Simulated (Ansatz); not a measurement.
Al3Pd2:
```
Al3Pd2
1.0
    4.21844     0.00000     0.00000
   -2.10922     3.65327     0.00000
    0.00000     0.00000     5.15813
Al Pd
3 2
Direct
  0.00000   0.00000   0.00000
  0.33333   0.66667   0.64580
  0.66667   0.33333   0.35420
  0.33333   0.66667   0.15679
  0.66667   0.33333   0.84321
```

Relaxed with r²SCAN. Special points in fractions of this cell's reciprocal vectors: Γ (0.000, 0.000, 0.000); M (0.500, 0.000, 0.000); K (0.333, 0.333, 0.000); A (0.000, 0.000, 0.500); L (0.500, 0.000, 0.500); H (0.333, 0.333, 0.500).

Problem. List the band energies nearest the Fermi level at these points for plane-wave PAW r²SCAN (Ansatz code).

Solution. In eV from the Fermi level; about four levels below and three above (degenerate sets whole), none deeper than 8.9 eV; points with the same levels are listed once.

```
k                    below                above
-  -----------------------  -------------------
Γ  -3.05 -3.05 -2.14 -2.05  1.49 1.49 3.76 3.76
M  -2.95 -2.05 -1.99 -1.34       1.58 2.41 3.07
K  -3.57 -3.57 -0.89 -0.89       1.18 2.80 2.80
A  -3.50 -3.50 -3.17 -3.17       2.65 2.65 3.10
L  -3.22 -2.96 -1.78 -0.28       1.75 2.38 3.91
H  -2.53 -2.29 -2.29 -0.19       5.32 6.65 6.65
```

Space group P-3m1 (La2O3 or Ni2Al3 type). The first step of the workflow began from a Materials Project structure, measured or hypothetical; the Crystallography Open Database copy checked does not list it. Its standing as an ambient phase is unchecked. The r²SCAN relaxation kept the symmetry of its start; its stability against distortions is not shown here. The run is not spin-polarised. Scalar-relativistic: spin–orbit coupling is off unless named, which matters more the heavier the elements.

Potentials: the later of the program's two PAW sets.
